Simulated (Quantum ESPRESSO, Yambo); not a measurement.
SrNiF6 (space group R-3m, No. 166). The geometry is that of Materials Project entry mp-555718, symmetrised and not relaxed again. Chain: norm-conserving LDA (Quantum ESPRESSO, 98 Ry, scalar-relativistic); G0W0 in Yambo (2×2×2 Γ-centred k mesh, bands 5 to 156 and a 7 Ry block in the screening, 156 bands in G with the Bruneval-Gonze terminator, plasmon pole fitted at 27.2 eV); BSE (4×4×4 mesh, 21 valence and 3 conduction bands, static screening with 70 bands and a 3 Ry block, scissor 2.75 eV, Tamm-Dancoff).

```json
{
 "LDA gap (dense path)": "1.14 eV",
 "LDA gap F → Γ on the GW mesh": "1.14 eV",
 "LDA smallest direct gap on the GW mesh, at F": "1.20 eV",
 "G0W0 direct gap at that point": "3.95 eV",
 "G0W0 correction to the gap F → Γ": "2.76 eV",
 "direct gap on the BSE mesh, with the scissor": "3.95 eV",
 "first BSE state allowed for light along x": "2.68 eV",
 "lowest BSE state": "0.78 eV",
 "binding_of_the_lowest_exciton": "3.17 eV"
}
```

Rough cost of the Yambo steps against G0W0 for 8 states: BSE within a factor of two.

Nearest settings tried, and what they do to the gap: 106 bands in G: +7 meV; 106 bands in W, 106 bands in G: +14 meV; 6 Ry block (177 vectors against 213): +55 meV. Not varied: mesh. So the settings aren't converged at that level. The k mesh is coarse. The BSE states are vertical excitations (zero momentum). On a 2×2×2 mesh the exciton binding is 3.02 eV. Axes are Cartesian, with cell vectors (Å) (3.55, 2.05, 2.20), (-3.55, 2.05, 2.20), (0.00, -4.10, 2.20).

The 3d shell has no Hubbard U; the runs are without spin polarisation, and magnetic order was not tried.
